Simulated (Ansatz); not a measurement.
## MgMn₃CrO₈, one structure, two calculations

Cell: a computed structure from the Materials Project (it need not be an observed phase), taken as it stands.

```
Mg Mn Cr O
1.0
     5.84743    0.00000    0.00000
    -0.02722    5.91843    0.00000
    -2.90627   -2.86843    4.31160
Mg Mn Cr O
1 3 1 8
Direct
  0.84637 0.09119 0.76850
  0.45880 0.46332 0.50465
  0.46017 0.95688 0.99628
  0.96842 0.46355 0.50455
  0.46140 0.46703 0.99991
  0.20372 0.66194 0.48359
  0.20985 0.69149 0.94610
  0.22602 0.26032 0.53210
  0.66007 0.69241 0.94435
  0.25555 0.22661 0.04230
  0.70049 0.67671 0.47610
  0.71554 0.24636 0.51034
  0.70860 0.22720 0.04124
```

Sites (sets of like atoms) are named by element and the number of their first atom in this list.

First run. Level of theory: DFT, PBE, plane waves and PAW, scalar-relativistic, collinear spin, 420 eV cutoff, Γ-centred 7×7×8 k-points, Fermi–Dirac smearing 0.05 eV (Ansatz 0.2.0). Start moments as typed (μB): 3 on each Mn, 4 on each Cr, none on the rest.

```csv
site,atom,V_zz (10²¹ V/m²),η,m (μB)
Mg,1,-0.28,0.78,0.00
Mn2,2,2.40,0.65,2.44
Mn3,3,-2.51,0.61,3.15
Mn4,4,2.26,0.99,2.44
Cr,5,1.63,0.80,-2.27
O6,6,-6.15,0.45,0.10
O7,7,4.00,0.97,0.01
O8,8,-4.24,0.49,0.01
O9,9,3.95,0.95,0.01
O10,10,2.34,0.85,0.01
O11,11,-2.03,0.60,0.01
O12,12,-4.18,0.39,0.08
O13,13,2.37,0.86,0.01
```

Second run. The same atoms and settings, except that the functional is r2SCAN and the cutoff is 500 eV.

**Question.** Given the first result, estimate the second.

**Answer.** 

```
site  atom   V_zz     η  change of V_zz  m (μB)
  Mg     1  -0.29  0.87           -0.01    0.00
 Mn2     2   2.55  0.63           +0.15    2.60
 Mn3     3  -3.41  0.65           -0.90    3.33
 Mn4     4   2.41  0.92           +0.15    2.60
  Cr     5  -1.64  0.99               –   -2.40
  O6     6  -7.78  0.40           -1.63    0.07
  O7     7   4.97  0.90           +0.97   -0.03
  O8     8  -5.26  0.46           -1.02   -0.02
  O9     9   4.93  0.88           +0.98   -0.03
 O10    10   2.79  0.81           +0.45    0.00
 O11    11  -2.60  0.59           -0.57   -0.01
 O12    12  -5.12  0.39           -0.94    0.07
 O13    13   2.81  0.82           +0.44    0.00
```

The largest change of V_zz along a kept axis is on O6, from -6.15 to -7.78. In per cent, |V_zz| changes by +6 to +36 on Mn, +19 to +28 on O (all sites that start above 2). On Cr the largest principal value lies along another axis in the second run, so the two V_zz can't be compared directly. The absolute magnetisation of the cell goes from 12.9 to 13.6 μB. The first run finds no gap above 0.1 eV, the second does.

The moments were started parallel, and the run ended with some of them reversed. The program didn't check the stability of this electronic state in full, so a lower one may lie near. The magnetic order is the one that the run reached from its start moments, not necessarily the measured one.
For the first run: At this cell the PBE pressure is -7 GPa, so with PBE the cell would shrink if it were relaxed. The entry's cell may itself be off. The largest force is 0.6 eV/Å, so the atoms aren't at the calculated equilibrium and relaxing them would move these values. With no gap above 0.1 eV, as in a metal, the gradients converge slowly in k; expect changes of a tenth or more on a denser mesh. Semilocal functionals can leave a metal where correlation in the d or f shell opens a gap in the real compound, and that would change the values at and beside Cr and Mn. The run lost the sense of its start on Cr, where the moments end reversed; a state with other moments may lie lower.
For the second run: At this cell the r2SCAN pressure is -11 GPa, so with r2SCAN the cell would shrink if it were relaxed. The entry's cell may itself be off. The largest force is 0.8 eV/Å, so the atoms aren't at the calculated equilibrium and relaxing them would move these values. With a gap of 0.4 eV under a smearing of 0.05 eV the band edges are partly filled, so small gradients can hang on the smearing and the k-mesh.
